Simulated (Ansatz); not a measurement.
TePb2Se in space group R-3m (No. 166; Te on 3b, Pb on 6c, Se on 3a), DFT-LDA in the program Ansatz with PAW potentials. The conduction-band minimum lies at F, with 3 equivalent valleys. Second derivatives d²E/dk² of the lowest band at one valley (eV·Å²), along Cartesian directions:

| direction | d²E/dk² |
|---|---|
| [100] | 64.31 |
| [010] | 74.95 |
| [001] | 77.24 |
| [110] | 60.43 |
| [101] | 69.88 |
| [011] | 75.60 |

Find the principal effective masses, the density-of-states mass and the conductivity mass.

Off-diagonal terms follow from H_xy = H[110] − (H_xx + H_yy)/2, and m*/mₑ = 7.620 eV·Å² over each eigenvalue: 0.095, 0.099, 0.13. One valley's DOS mass (m₁m₂m₃)^(1/3) = 0.11, conductivity mass 3/(Σ 1/mᵢ) = 0.11 mₑ.

What effective density of states Nc follows at 300 K for parabolic valleys?

Nc = 2.509e19 × 3 × (0.11)^(3/2) ≈ 2.7e18 cm⁻³.

The workflow started from a Materials Project entry (that database holds measured and hypothetical structures alike); the Crystallography Open Database copy checked does not list it. With Te and Se taken as one species the cell has the higher symmetry Fm-3m, so it may be an ordered model of a mixed-site phase. Whether it is the stable phase at ambient conditions was not checked. The cell was relaxed with LDA under the symmetry of its start; of distortions, only those at the zone centre were tested. Spin–orbit coupling is left out wherever it is not named.

Potentials: the later of the program's two PAW sets.

Edges and masses are those of Kohn–Sham bands, whose gap is no quasiparticle gap.
